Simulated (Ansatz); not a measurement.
CdBr₂:
```xyz
6
Lattice="2.0073 1.1589 13.1302 -2.0073 1.1589 13.1302 0.0000 -2.3179 13.1302" Properties=species:S:1:pos:R:3 pbc="T T T"
Cd     0.0000     0.0000     0.0000
Cd     0.0000     0.0000    19.6954
Br     0.0000     0.0000     8.1258
Br     0.0000     0.0000    31.2650
Br     0.0000     0.0000    24.6996
Br     0.0000     0.0000    14.6911
```

Relaxed with r²SCAN.

Question: Which orbitals make up the states near the band edges in plane-wave PAW r²SCAN (Ansatz code)?

Answer: Top 1 eV of the valence band: Br 4p 96 %. Bottom 1 eV of the conduction band: Cd 5s 59 %, Br 4p 28 %, Br 4s 5 %, outside the projected shells 7 %. Projections are on Löwdin-orthogonalised atomic valence shells; empty p or d shells of many metals are not among them.

Question: Tabulate the density of states.

Answer: States/eV per cell of 6 atoms, in 0.25 eV bins, energy from the valence-band maximum.

```csv
E (eV),total,Br 4p,Cd 4d,Cd 5s
-7.85,0.00,0.00,0.00,0.00
-7.60,0.00,0.00,0.00,0.00
-7.35,0.00,0.00,0.00,0.00
-7.10,25.87,1.08,24.64,0.01
-6.85,53.68,0.85,52.41,0.04
-6.60,0.45,0.01,0.43,0.00
-6.35,0.00,0.00,0.00,0.00
-6.10,0.00,0.00,0.00,0.00
-5.85,0.00,0.00,0.00,0.00
-5.60,0.00,0.00,0.00,0.00
-5.35,0.00,0.00,0.00,0.00
-5.10,0.00,0.00,0.00,0.00
-4.85,0.00,0.00,0.00,0.00
-4.60,0.00,0.00,0.00,0.00
-4.35,0.00,0.00,0.00,0.00
-4.10,0.00,0.00,0.00,0.00
-3.85,0.00,0.00,0.00,0.00
-3.60,0.00,0.00,0.00,0.00
-3.35,8.20,5.51,0.16,2.35
-3.10,6.37,4.33,0.10,1.56
-2.85,1.44,0.98,0.03,0.31
-2.60,3.27,3.12,0.02,0.02
-2.35,5.32,5.07,0.07,0.01
-2.10,3.27,3.10,0.06,0.01
-1.85,4.36,4.13,0.06,0.02
-1.60,6.87,6.58,0.07,0.03
-1.35,10.20,9.82,0.08,0.03
-1.10,6.62,6.38,0.07,0.02
-0.85,4.46,4.32,0.04,0.01
-0.60,8.96,8.61,0.24,0.01
-0.35,12.37,11.85,0.43,0.01
-0.10,14.31,13.70,0.54,0.00
0.15,0.00,0.00,0.00,0.00
0.40,0.00,0.00,0.00,0.00
0.65,0.00,0.00,0.00,0.00
0.90,0.00,0.00,0.00,0.00
1.15,0.00,0.00,0.00,0.00
1.40,0.00,0.00,0.00,0.00
1.65,0.00,0.00,0.00,0.00
1.90,0.00,0.00,0.00,0.00
2.15,0.00,0.00,0.00,0.00
2.40,0.00,0.00,0.00,0.00
2.65,0.00,0.00,0.00,0.00
2.90,0.00,0.00,0.00,0.00
3.15,0.00,0.00,0.00,0.00
3.40,0.00,0.00,0.00,0.00
3.65,0.05,0.01,0.00,0.03
3.90,0.19,0.05,0.00,0.11
4.15,0.34,0.09,0.00,0.20
4.40,2.27,0.65,0.00,1.35
4.65,5.96,1.78,0.00,3.50
4.90,7.19,2.24,0.00,4.27
5.15,0.00,0.00,0.00,0.00
5.40,0.00,0.00,0.00,0.00
5.65,0.00,0.00,0.00,0.00
5.90,0.00,0.00,0.00,0.00
6.15,0.20,0.00,0.00,0.00
6.40,0.45,0.00,0.00,0.00
6.65,1.34,0.02,0.00,0.02
6.90,3.30,0.06,0.00,0.05
7.15,3.67,0.07,0.00,0.05
7.40,3.25,0.07,0.00,0.05
7.65,2.19,0.05,0.00,0.02
7.90,2.65,0.06,0.00,0.01
8.15,2.83,0.06,0.00,0.01
8.40,4.44,0.09,0.00,0.02
```

Space group R-3m. The first step of the workflow began from a Materials Project structure, measured or hypothetical; the Crystallography Open Database files this formula in space group No. 166, but the cells were not matched. Its standing as an ambient phase is unchecked. The r²SCAN relaxation kept the symmetry of its start; whether a distortion lowers the energy is not shown. A crystal of weakly bound layers computed without a dispersion correction: the cell and the soft elastic constants depend strongly on that. Spin–orbit coupling is left out wherever it is not named.

Potentials: the later of the program's two PAW sets.
